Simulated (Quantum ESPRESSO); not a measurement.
## Calculated data, Ga$_{3}$PSeS$_{2}$ (made-up cell, one site empty), Mg$_{3}$ClO$_{2}$F (made-up cell, one site empty), Mg$_{2}$AlS$_{3}$F (made-up cell, one site empty)

Calculation on a made-up crystal cell, not a measurement, with one named mistake planted (healthy values lack it): periodic Kohn-Sham density functional theory in plane waves with PseudoDojo standard norm-conserving scalar-relativistic pseudopotentials, each functional with its own files (v0.5 for PBE, v0.4.1 for LDA and PBEsol), no spin polarisation, no spin-orbit coupling, atoms not relaxed, stress positive in tension, energies less a fixed whole-eV offset for each atom's element; levels are Kohn-Sham levels at fractions of this cell's reciprocal vectors, counted from the reference band (half the neutral cell's valence electrons, rounded up) at Gamma; error bars cover cutoff and k-mesh only, not smearing or the files; each bar is the largest change over components, and at least 0.002 eV, 0.002 eV per angstrom or 0.02 GPa; a charged cell sits in a uniform background, with energy and stress on this program's zero of potential; energies are for the whole cell, and the offsets were chosen from early runs and are not element reference energies; a distance is the largest change of any value in units of its error bar (the energy's for the smearing term), a scale change is of lengths, and a coarse mesh keeps the half-step shift; machines and their load varied, so run times do not measure scaling. Program: Quantum ESPRESSO 7.5.

Common to all runs: intended functional pbe; intended fermi dirac smearing 0.025 eV; intended scf tolerance 1e-07 eV; intended electrons removed 0; healthy smearing term minus ts 0 eV; intended k mesh 4 x 4 x 4, shifted by half a step; structure shown as intended, without the mistake.

(1) Ga$_{3}$PSeS$_{2}$ (made-up cell, one site empty)

Intended structure:
```cif
# cell vector a (Å): 5.4977 0.0000 0.0000
# cell vector b (Å): 0.0000 5.4977 0.0000
# cell vector c (Å): 0.0000 0.0000 5.4977
data_Ga3PSeS2
_symmetry_space_group_name_H-M 'P 1'
_symmetry_Int_Tables_number 1
_cell_length_a 5.4977
_cell_length_b 5.4977
_cell_length_c 5.4977
_cell_angle_alpha 90.000
_cell_angle_beta 90.000
_cell_angle_gamma 90.000
_cell_volume 166.17
loop_
_atom_site_label
_atom_site_type_symbol
_atom_site_fract_x
_atom_site_fract_y
_atom_site_fract_z
_atom_site_occupancy
Ga1 Ga 0.97172 0.98499 0.01155 1
Ga2 Ga 0.49532 0.99653 0.53231 1
Ga3 Ga 0.49131 0.49221 0.01177 1
S1 S 0.22937 0.25243 0.27366 1
S2 S 0.19534 0.77114 0.75328 1
P1 P 0.71137 0.24592 0.73005 1
Se1 Se 0.74169 0.73349 0.26844 1
```

* lattice type: zincblende/diamond
* empty site: 2
* intended cutoff: 1170 eV
* healthy free energy less offsets: 1.249 eV
* healthy scf iterations: 10
* healthy pressure: 0.37 GPa
* healthy stress xx: -0.28 GPa
* healthy stress yy: -1.13 GPa
* healthy stress zz: 0.29 GPa
* healthy stress yz: -2.85 GPa
* healthy stress xz: 1.09 GPa
* healthy stress xy: -3.45 GPa
* healthy reference band: 36
* fault kind: wide smearing
* fault smearing: 0.47 eV
* faulty run command: mpirun -np 4 pw.x -nk 4 -in in
* faulty run processor: Intel Xeon, 2023 or later, virtual cores
* faulty free energy less offsets: 0.9578 eV
* faulty scf iterations: 11
* faulty smearing term minus ts: -0.9779 eV
* faulty pressure: 1.205 GPa
* faulty stress xx: -1.007 GPa
* faulty stress yy: -2.004 GPa
* faulty stress zz: -0.6052 GPa
* faulty stress yz: -3.294 GPa
* faulty stress xz: 0.8202 GPa
* faulty stress xy: -3.25 GPa
* faulty reference band: 36
* other mistakes compared: 7
* distance from healthy: 252.3 error bars
* distance from nearest other mistake: 301.4 error bars
* healthy error bar energy: 0.003876 eV
* healthy error bar stress: 0.02 GPa
* healthy error bar force: 0.002 eV/Å
* healthy error bar next band up: 0.002 eV
* faulty wall time of scf and band steps on a shared machine: 135.8 s

Atoms:
| atoms element | atom site | atom energy offset (eV) |
| --- | --- | --- |
| Ga | 1 | -2080 |
| Ga | 3 | -2080 |
| Ga | 4 | -2080 |
| S | 5 | -302 |
| S | 6 | -302 |
| P | 7 | -189 |
| Se | 8 | -3300 |

Healthy forces:
| site | x (eV/Å) | y (eV/Å) | z (eV/Å) |
| --- | --- | --- | --- |
| 1 | -0.038 | 2.37 | -0.658 |
| 3 | -2.254 | -0.672 | -1.027 |
| 4 | -1.141 | -0.98 | -0.987 |
| 5 | -0.155 | -0.309 | -0.244 |
| 6 | 1.014 | -1.512 | -0.172 |
| 7 | 2.499 | 1.867 | 1.957 |
| 8 | 0.075 | -0.764 | 1.13 |

Healthy levels:
| level k point | next band up (eV) |
| --- | --- |
| Gamma | 0.565 |
| (1/2,1/2,1/2) | 0.846 |
| (0.15,0,0) | 1.087 |
| (0,0.15,0) | 1.088 |
| (0,0,0.15) | 1.077 |

Faulty forces:
| site | x (eV/Å) | y (eV/Å) | z (eV/Å) |
| --- | --- | --- | --- |
| 1 | 0.04487 | 2.227 | -0.5296 |
| 3 | -2.282 | -0.8177 | -1.123 |
| 4 | -1.167 | -0.8059 | -0.8963 |
| 5 | -0.1033 | -0.311 | -0.2769 |
| 6 | 1.041 | -1.372 | -0.2608 |
| 7 | 2.358 | 1.761 | 1.989 |
| 8 | 0.1079 | -0.6815 | 1.098 |

Faulty levels:
| level k point | next band up (eV) |
| --- | --- |
| Gamma | 0.6874 |
| (1/2,1/2,1/2) | 0.9681 |
| (0.15,0,0) | 1.206 |
| (0,0.15,0) | 1.21 |
| (0,0,0.15) | 1.197 |

(2) Mg$_{3}$ClO$_{2}$F (made-up cell, one site empty)

Intended structure:
```cif
# cell vector a (Å): 4.5884 -0.0333 0.0364
# cell vector b (Å): -0.0333 4.5423 0.0102
# cell vector c (Å): 0.0364 0.0102 4.5644
data_Mg3ClO2F
_symmetry_space_group_name_H-M 'P 1'
_symmetry_Int_Tables_number 1
_cell_length_a 4.5887
_cell_length_b 4.5424
_cell_length_c 4.5646
_cell_angle_alpha 89.747
_cell_angle_beta 89.090
_cell_angle_gamma 90.835
_cell_volume 95.12
loop_
_atom_site_label
_atom_site_type_symbol
_atom_site_fract_x
_atom_site_fract_y
_atom_site_fract_z
_atom_site_occupancy
Mg1 Mg 0.00850 0.02063 0.94974 1
Mg2 Mg 0.01180 0.48839 0.47918 1
Mg3 Mg 0.49601 0.48347 0.03315 1
F1 F 0.50745 0.99717 0.97537 1
O1 O 0.53390 0.46444 0.50590 1
Cl1 Cl 0.99403 0.99608 0.49885 1
O2 O 0.99365 0.49960 0.99420 1
```

- lattice type: rocksalt
- empty site: 3
- intended cutoff: 1143 eV
- healthy free energy less offsets: 7.165 eV
- healthy scf iterations: 11
- healthy pressure: -3.41 GPa
- healthy stress xx: 18.71 GPa
- healthy stress yy: -6.53 GPa
- healthy stress zz: -1.95 GPa
- healthy stress yz: -0.33 GPa
- healthy stress xz: 1.04 GPa
- healthy stress xy: -1.07 GPa
- healthy reference band: 28
- fault kind: low cutoff
- fault cutoff: 717 eV
- faulty run command: mpirun -np 4 pw.x -nk 4 -in in
- faulty run processor: Intel Xeon, older, virtual cores
- faulty free energy less offsets: 15.48 eV
- faulty scf iterations: 11
- faulty smearing term minus ts: 0 eV
- faulty pressure: -89.03 GPa
- faulty stress xx: 104.4 GPa
- faulty stress yy: 79.03 GPa
- faulty stress zz: 83.69 GPa
- faulty stress yz: -0.3605 GPa
- faulty stress xz: 0.9788 GPa
- faulty stress xy: -0.9839 GPa
- faulty reference band: 28
- other mistakes compared: 7
- distance from healthy: 3710 error bars
- distance from nearest other mistake: 2599 error bars
- healthy error bar energy: 0.002241 eV
- healthy error bar stress: 0.03077 GPa
- healthy error bar force: 0.006232 eV/Å
- healthy error bar next band up: 0.002 eV
- faulty wall time of scf and band steps on a shared machine: 50.2 s

Atoms:
| atoms element | atom site | atom energy offset (eV) |
| --- | --- | --- |
| Mg | 1 | -1617 |
| Mg | 2 | -1617 |
| Mg | 4 | -1617 |
| F | 5 | -677 |
| O | 6 | -452 |
| Cl | 7 | -449 |
| O | 8 | -452 |

Healthy forces:
| site | x (eV/Å) | y (eV/Å) | z (eV/Å) |
| --- | --- | --- | --- |
| 1 | -0.08 | -0.176 | 3.434 |
| 2 | -0.338 | 0.664 | 0.259 |
| 4 | 0.67 | 0.177 | -0.35 |
| 5 | -0.26 | 0.029 | 0.389 |
| 6 | -0.696 | 0.488 | -0.609 |
| 7 | -0.026 | -0.873 | -3.34 |
| 8 | 0.73 | -0.309 | 0.217 |

Healthy levels:
| level k point | next band up (eV) |
| --- | --- |
| Gamma | 1.536 |
| (1/2,1/2,1/2) | 3.71 |
| (0.15,0,0) | 1.934 |
| (0,0.15,0) | 1.953 |
| (0,0,0.15) | 2.016 |

Faulty forces:
| site | x (eV/Å) | y (eV/Å) | z (eV/Å) |
| --- | --- | --- | --- |
| 1 | -0.08249 | -0.1006 | 3.449 |
| 2 | -0.4219 | 0.6817 | 0.1994 |
| 4 | 0.6805 | 0.1324 | -0.2735 |
| 5 | -0.2485 | 0.0856 | 0.3851 |
| 6 | -0.593 | 0.464 | -0.6777 |
| 7 | -0.02506 | -0.8768 | -3.354 |
| 8 | 0.6904 | -0.3863 | 0.2719 |

Faulty levels:
| level k point | next band up (eV) |
| --- | --- |
| Gamma | 1.479 |
| (1/2,1/2,1/2) | 3.756 |
| (0.15,0,0) | 1.885 |
| (0,0.15,0) | 1.904 |
| (0,0,0.15) | 1.97 |

(3) Mg$_{3}$ClO$_{2}$F (made-up cell, one site empty)

Structure as in entry 2.

* lattice type: rocksalt
* empty site: 3
* intended cutoff: 1143 eV
* healthy free energy less offsets: 7.165 eV
* healthy scf iterations: 11
* healthy pressure: -3.41 GPa
* healthy stress xx: 18.71 GPa
* healthy stress yy: -6.53 GPa
* healthy stress zz: -1.95 GPa
* healthy stress yz: -0.33 GPa
* healthy stress xz: 1.04 GPa
* healthy stress xy: -1.07 GPa
* healthy reference band: 28
* fault kind: wide smearing
* fault smearing: 0.51 eV
* faulty run command: mpirun -np 4 pw.x -nk 4 -in in
* faulty run processor: Intel Xeon, older, virtual cores
* faulty free energy less offsets: 7.092 eV
* faulty scf iterations: 11
* faulty smearing term minus ts: -0.2849 eV
* faulty pressure: -2.643 GPa
* faulty stress xx: 17.83 GPa
* faulty stress yy: -6.814 GPa
* faulty stress zz: -3.09 GPa
* faulty stress yz: -0.3228 GPa
* faulty stress xz: 0.9994 GPa
* faulty stress xy: -1.027 GPa
* faulty reference band: 28
* other mistakes compared: 7
* distance from healthy: 127.1 error bars
* distance from nearest other mistake: 127.1 error bars
* healthy error bar energy: 0.002241 eV
* healthy error bar stress: 0.03077 GPa
* healthy error bar force: 0.006232 eV/Å
* healthy error bar next band up: 0.002 eV
* faulty wall time of scf and band steps on a shared machine: 94 s

Atoms:
| atoms element | atom site | atom energy offset (eV) |
| --- | --- | --- |
| Mg | 1 | -1617 |
| Mg | 2 | -1617 |
| Mg | 4 | -1617 |
| F | 5 | -677 |
| O | 6 | -452 |
| Cl | 7 | -449 |
| O | 8 | -452 |

Healthy forces:
| site | x (eV/Å) | y (eV/Å) | z (eV/Å) |
| --- | --- | --- | --- |
| 1 | -0.08 | -0.176 | 3.434 |
| 2 | -0.338 | 0.664 | 0.259 |
| 4 | 0.67 | 0.177 | -0.35 |
| 5 | -0.26 | 0.029 | 0.389 |
| 6 | -0.696 | 0.488 | -0.609 |
| 7 | -0.026 | -0.873 | -3.34 |
| 8 | 0.73 | -0.309 | 0.217 |

Healthy levels:
| level k point | next band up (eV) |
| --- | --- |
| Gamma | 1.536 |
| (1/2,1/2,1/2) | 3.71 |
| (0.15,0,0) | 1.934 |
| (0,0.15,0) | 1.953 |
| (0,0,0.15) | 2.016 |

Faulty forces:
| site | x (eV/Å) | y (eV/Å) | z (eV/Å) |
| --- | --- | --- | --- |
| 1 | -0.07602 | -0.18 | 3.449 |
| 2 | -0.3277 | 0.6613 | 0.2484 |
| 4 | 0.6566 | 0.1753 | -0.3736 |
| 5 | -0.244 | 0.02767 | 0.3786 |
| 6 | -0.6782 | 0.4853 | -0.5809 |
| 7 | -0.03143 | -0.872 | -3.332 |
| 8 | 0.7007 | -0.2976 | 0.2101 |

Faulty levels:
| level k point | next band up (eV) |
| --- | --- |
| Gamma | 1.711 |
| (1/2,1/2,1/2) | 3.889 |
| (0.15,0,0) | 2.11 |
| (0,0.15,0) | 2.126 |
| (0,0,0.15) | 2.187 |

(4) Mg$_{3}$ClO$_{2}$F (made-up cell, one site empty)

Structure as in entry 2.

- lattice type: rocksalt
- empty site: 3
- intended cutoff: 1143 eV
- healthy free energy less offsets: 7.165 eV
- healthy scf iterations: 11
- healthy pressure: -3.41 GPa
- healthy stress xx: 18.71 GPa
- healthy stress yy: -6.53 GPa
- healthy stress zz: -1.95 GPa
- healthy stress yz: -0.33 GPa
- healthy stress xz: 1.04 GPa
- healthy stress xy: -1.07 GPa
- healthy reference band: 28
- fault kind: wrong charge
- fault electrons removed: -1
- faulty run command: mpirun -np 4 pw.x -nk 4 -in in
- faulty run processor: Intel Xeon, older, virtual cores
- faulty free energy less offsets: 16.8 eV
- faulty scf iterations: 11
- faulty smearing term minus ts: -0.001532 eV
- faulty pressure: 24.69 GPa
- faulty stress xx: -8.92 GPa
- faulty stress yy: -33.19 GPa
- faulty stress zz: -31.95 GPa
- faulty stress yz: -0.2376 GPa
- faulty stress xz: 0.6732 GPa
- faulty stress xy: -0.4398 GPa
- faulty reference band: 28
- other mistakes compared: 7
- distance from healthy: 4301 error bars
- distance from nearest other mistake: 1445 error bars
- healthy error bar energy: 0.002241 eV
- healthy error bar stress: 0.03077 GPa
- healthy error bar force: 0.006232 eV/Å
- healthy error bar next band up: 0.002 eV
- faulty wall time of scf and band steps on a shared machine: 74.2 s

Atoms:
| atoms element | atom site | atom energy offset (eV) |
| --- | --- | --- |
| Mg | 1 | -1617 |
| Mg | 2 | -1617 |
| Mg | 4 | -1617 |
| F | 5 | -677 |
| O | 6 | -452 |
| Cl | 7 | -449 |
| O | 8 | -452 |

Healthy forces:
| site | x (eV/Å) | y (eV/Å) | z (eV/Å) |
| --- | --- | --- | --- |
| 1 | -0.08 | -0.176 | 3.434 |
| 2 | -0.338 | 0.664 | 0.259 |
| 4 | 0.67 | 0.177 | -0.35 |
| 5 | -0.26 | 0.029 | 0.389 |
| 6 | -0.696 | 0.488 | -0.609 |
| 7 | -0.026 | -0.873 | -3.34 |
| 8 | 0.73 | -0.309 | 0.217 |

Healthy levels:
| level k point | next band up (eV) |
| --- | --- |
| Gamma | 1.536 |
| (1/2,1/2,1/2) | 3.71 |
| (0.15,0,0) | 1.934 |
| (0,0.15,0) | 1.953 |
| (0,0,0.15) | 2.016 |

Faulty forces:
| site | x (eV/Å) | y (eV/Å) | z (eV/Å) |
| --- | --- | --- | --- |
| 1 | -0.01906 | -0.1416 | 3.434 |
| 2 | -0.2733 | 0.6098 | 0.1365 |
| 4 | 0.5585 | 0.1483 | -0.3298 |
| 5 | 0.02673 | -0.03483 | 0.2181 |
| 6 | -0.4354 | 0.4514 | -0.5131 |
| 7 | -0.1214 | -0.8589 | -3.013 |
| 8 | 0.264 | -0.1741 | 0.0673 |

Faulty levels:
| level k point | next band up (eV) |
| --- | --- |
| Gamma | 1.692 |
| (1/2,1/2,1/2) | 3.837 |
| (0.15,0,0) | 2.118 |
| (0,0.15,0) | 2.129 |
| (0,0,0.15) | 2.186 |

(5) Mg$_{2}$AlS$_{3}$F (made-up cell, one site empty)

Intended structure:
```cif
# cell vector a (Å): 5.4915 -0.0278 -0.0143
# cell vector b (Å): -0.0278 5.4003 -0.0777
# cell vector c (Å): -0.0143 -0.0777 5.3942
data_Mg2AlS3F
_symmetry_space_group_name_H-M 'P 1'
_symmetry_Int_Tables_number 1
_cell_length_a 5.4916
_cell_length_b 5.4009
_cell_length_c 5.3948
_cell_angle_alpha 91.649
_cell_angle_beta 90.297
_cell_angle_gamma 90.583
_cell_volume 159.93
loop_
_atom_site_label
_atom_site_type_symbol
_atom_site_fract_x
_atom_site_fract_y
_atom_site_fract_z
_atom_site_occupancy
Mg1 Mg 0.01250 0.00939 0.01993 1
Mg2 Mg 0.50698 0.01925 0.49788 1
Al1 Al 0.50892 0.49346 0.00106 1
S1 S 0.26265 0.25387 0.25826 1
S2 S 0.24752 0.75169 0.76542 1
F1 F 0.76119 0.25874 0.74656 1
S3 S 0.73669 0.74982 0.25956 1
```

- lattice type: zincblende/diamond
- empty site: 2
- intended cutoff: 1143 eV
- healthy free energy less offsets: 8.992 eV
- healthy scf iterations: 10
- healthy pressure: -1.81 GPa
- healthy stress xx: 1.6 GPa
- healthy stress yy: 2.52 GPa
- healthy stress zz: 1.33 GPa
- healthy stress yz: -2.2 GPa
- healthy stress xz: -0.75 GPa
- healthy stress xy: 0.66 GPa
- healthy reference band: 24
- fault kind: atoms exchanged
- fault first exchanged site: 3
- fault second exchanged site: 6
- faulty run command: pw.x -nk 1 -in in
- faulty run processor: AMD EPYC, Zen 5 class, virtual cores
- faulty free energy less offsets: 16.81 eV
- faulty scf iterations: 12
- faulty smearing term minus ts: -0.006116 eV
- faulty pressure: 4.217 GPa
- faulty stress xx: -4.032 GPa
- faulty stress yy: -4.063 GPa
- faulty stress zz: -4.557 GPa
- faulty stress yz: -3.519 GPa
- faulty stress xz: -2.03 GPa
- faulty stress xy: 1.093 GPa
- faulty reference band: 24
- other mistakes compared: 7
- distance from healthy: 3909 error bars
- distance from nearest other mistake: 1006 error bars
- healthy error bar energy: 0.002 eV
- healthy error bar stress: 0.02 GPa
- healthy error bar force: 0.002958 eV/Å
- healthy error bar next band up: 0.002 eV
- faulty wall time of scf and band steps on a shared machine: 440.1 s

Atoms:
| atoms element | atom site | atom energy offset (eV) |
| --- | --- | --- |
| Mg | 1 | -1617 |
| Mg | 3 | -1617 |
| Al | 4 | -64 |
| S | 5 | -302 |
| S | 6 | -302 |
| F | 7 | -677 |
| S | 8 | -302 |

Healthy forces:
| site | x (eV/Å) | y (eV/Å) | z (eV/Å) |
| --- | --- | --- | --- |
| 1 | -1.051 | -0.388 | -0.635 |
| 3 | 0.322 | -0.214 | 1.435 |
| 4 | -0.602 | 0.844 | 0.024 |
| 5 | 0.665 | 2.127 | -0.624 |
| 6 | 1.304 | -1.144 | -0.361 |
| 7 | -1.374 | -0.162 | 1.154 |
| 8 | 0.736 | -1.063 | -0.993 |

Healthy levels:
| level k point | next band up (eV) |
| --- | --- |
| Gamma | 1.367 |
| (1/2,1/2,1/2) | 1.923 |
| (0.15,0,0) | 1.607 |
| (0,0.15,0) | 1.654 |
| (0,0,0.15) | 1.628 |

Faulty forces:
| site | x (eV/Å) | y (eV/Å) | z (eV/Å) |
| --- | --- | --- | --- |
| 1 | -3.067 | 1.505 | 0.2968 |
| 3 | -1.382 | -0.4455 | -0.7995 |
| 4 | 1.671 | -1.711 | 0.1307 |
| 5 | 1.198 | 0.8107 | 0.9732 |
| 6 | 0.4001 | -0.8165 | -3.303 |
| 7 | 0.7196 | 0.9621 | 2.907 |
| 8 | 0.4591 | -0.3053 | -0.2047 |

Faulty levels:
| level k point | next band up (eV) |
| --- | --- |
| Gamma | 0.5155 |
| (1/2,1/2,1/2) | 0.7212 |
| (0.15,0,0) | 0.3899 |
| (0,0.15,0) | 0.5093 |
| (0,0,0.15) | 0.5761 |
